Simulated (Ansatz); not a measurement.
ZrSeS:
```
CELL_PARAMETERS angstrom
      3.73802     0.00000     0.00000
     -1.86901     3.23722     0.00000
      0.00000     0.00000     6.10564
ATOMIC_POSITIONS crystal
  Zr 0.00000 0.00000 0.01273
  Se 0.66667 0.33333 0.74804
  S  0.33333 0.66667 0.23923
```

Cartesian axes are those of the cell as given.

### Question
Give the high-frequency dielectric tensor and the Born effective charge tensors of the independent atoms from DFPT, the program Ansatz at the r²SCAN+D4 level (PAW).

### Answer

ε∞:
```
11.2  0.00  0.00
0.00  11.2  0.00
0.00  0.00  5.31
```
Z* of atom 1 (Zr), rows: field, columns: displacement, in e:
```
6.92  0.00  0.00
0.00  6.92  0.00
0.00  0.00  1.79
```
Z* of atom 2 (Se), rows: field, columns: displacement, in e:
```
-3.31   0.00   0.00
 0.00  -3.31   0.00
 0.00   0.00  -0.76
```
Z* of atom 3 (S), rows: field, columns: displacement, in e:
```
-3.61   0.00   0.00
 0.00  -3.61   0.00
 0.00   0.00  -1.03
```

Space group P3m1. The workflow started from a Materials Project entry (that database holds measured and hypothetical structures alike); the Crystallography Open Database copy checked does not list it. With Se and S taken as one species the cell has the higher symmetry P-3m1, so it may be an ordered model of a mixed-site phase. Its standing as an ambient phase is unchecked. Symmetry was held in the r²SCAN+D4 relaxation; its stability against distortions is not shown here. No spin polarisation was allowed. Scalar-relativistic: spin–orbit coupling is off unless named, which matters more the heavier the elements.

Potentials: the later of the program's two PAW sets.
